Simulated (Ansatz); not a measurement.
Here is the system:

TiAu:
```
CELL_PARAMETERS angstrom
      4.58822     0.00000     0.00000
      0.00000     2.89117     0.00000
      0.00000     0.00000     4.90624
ATOMIC_POSITIONS crystal
  Ti 0.25000 0.00000 0.81477
  Ti 0.75000 0.00000 0.18523
  Au 0.25000 0.50000 0.32077
  Au 0.75000 0.50000 0.67923
```
The run is spin-polarised; directions of the spins, atom by atom: ↑ ↑ 0 0.

This is the PBEsol-relaxed structure.

Task: All from the program Ansatz at the PBEsol level (PAW), unless another level is named. Estimate the formation energy from the elements (no fitted shifts).

Result: -41 kJ/mol of atoms.

Task: And the density of states at the Fermi level?

Result: 0.92 states/eV per atom (mean over ±0.08 eV).

Space group Pmma. The first step of the workflow began from a Materials Project structure, measured or hypothetical; the Crystallography Open Database copy checked does not list it. COD files the formula under space group No. 221. With Ti and Au taken as one species the cell has the higher symmetry Cmcm, so it may be an ordered model of a mixed-site phase. Whether it is the stable phase at ambient conditions was not checked. Symmetry was held in the PBEsol relaxation; whether a distortion lowers the energy is not shown. Magnetic state: ferromagnetic, the only order run, not a proven ground state. The references are the lowest solids computed at this level, not always the standard phases. Spin–orbit coupling is left out wherever it is not named.

Potentials: the later of the program's two PAW sets.
